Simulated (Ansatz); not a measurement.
# MgS (Fm-3m) as a strained film

```xyz
2
Lattice="2.5910 2.5910 0.0000 -2.5910 2.5910 0.0000 0.0000 2.5910 2.5910" Properties=species:S:1:pos:R:3 pbc="T T T"
Mg    0.0000    0.0000    0.0000
S     0.0000    2.5910    0.0000
```

This cell was relaxed by PAW under PBEsol. A film on a (001) substrate is mimicked by stretching x and y by ε∥; the length along z and the atoms then relax by PAW (default files of Ansatz 0.2.0, cutoff 420 eV, stress met within about 0.05 GPa). Stress and levels come from PBEsol, all-electron LAPW in Ansatz 0.2.0, scalar-relativistic; k mesh 8×8×8, fixed occupations, basis error target 0.5 meV/atom. Conduction levels are in eV over the valence top, at fixed fractional wave vectors.

```csv
ε∥ (%),ε⊥ (%),"σ∥ (GPa, tension positive)",X ⊥ z,X ∥ z,Γ,L (oblique),2nd valence level at Γ,3rd
-2.0,1.114,-3.89,2.653,2.835,3.842,4.352,-0.127,-0.127
-1.0,?,?,?,?,?,?,?,?
-0.5,0.300,-0.86,2.706,2.750,3.724,4.396,-0.034,-0.034
0.0,0.000,0.01,2.729,2.729,3.691,4.410,0.000,0.000
0.5,-0.280,0.84,2.717,2.676,3.623,4.388,0.000,-0.035
1.0,-0.524,1.62,2.705,2.627,3.554,4.364,0.000,-0.069
2.0,-1.034,3.03,2.683,2.536,3.420,4.313,0.000,-0.140
```

The last two columns are counted from the highest valence level at Γ.

**Question.** How does the film contract along z, and how stiff is it in the plane?

**Answer.** Quadratic fits through the 6 rows shown have slopes dε⊥/dε∥ = -0.539 and dσ∥/dε∥ = 172.6 GPa at zero strain. Elasticity asks −2C12/C11 = -0.536 and C11 + C12 − 2C12²/C11 = 171.6 GPa, from PAW constants C11 = 152.6, C12 = 40.9 GPa. At the level of the σ∥ column the films keep up to 0.04 GPa along z against the unstrained cell, and the constants are scalar-relativistic PAW values, so part of the difference is the change of level.

**Question.** Which shear deformation potential b does the valence splitting give?

**Answer.** Without spin-orbit coupling the single level moves against the pair by 3b(ε⊥ − ε∥): 0.0345 eV at ε⊥ − ε∥ = 0.00800 and -0.0347 eV at -0.00780, so b = 1.46 eV.

**Question.** And the uniaxial potential of the lowest valleys?

**Answer.** The valley along z moves against those in the plane by Ξu(ε⊥ − ε∥): from 0.0437 to -0.0407 eV between the two smallest strains, so Ξu = 5.35 eV.

**Question.** Fill the row at ε∥ = -1.0 %.

**Answer.** The fits give ε⊥ = 0.553 % and σ∥ = -1.82 GPa. Computed: ε⊥ (%) = 0.573, σ∥ (GPa, tension positive) = -1.80, X ⊥ z = 2.686, X ∥ z = 2.774, Γ = 3.761, L (oblique) = 4.382, 2nd valence level at Γ = -0.067, 3rd = -0.067. The levels have a kink at zero strain, where another valence state takes the top, so one parabola doesn't fit them.

**Question.** What is the slope of the gap under small compression and under small tension?

**Answer.** dE_g/dε∥ is 46 meV per % on the compressed side and -105 on the stretched side, so the gap falls either way. The lowest conduction level lies at X ⊥ z under the strongest compression and at X ∥ z under the strongest tension.

Caveats: the frozen-core PAW files of the relaxations were fitted under PBE, their cores solved anew for this functional; semilocal gaps are low, and the spacing of valleys can be off by tenths of an eV; levels are read at fixed fractional k, so an edge that moves off these points is missed.
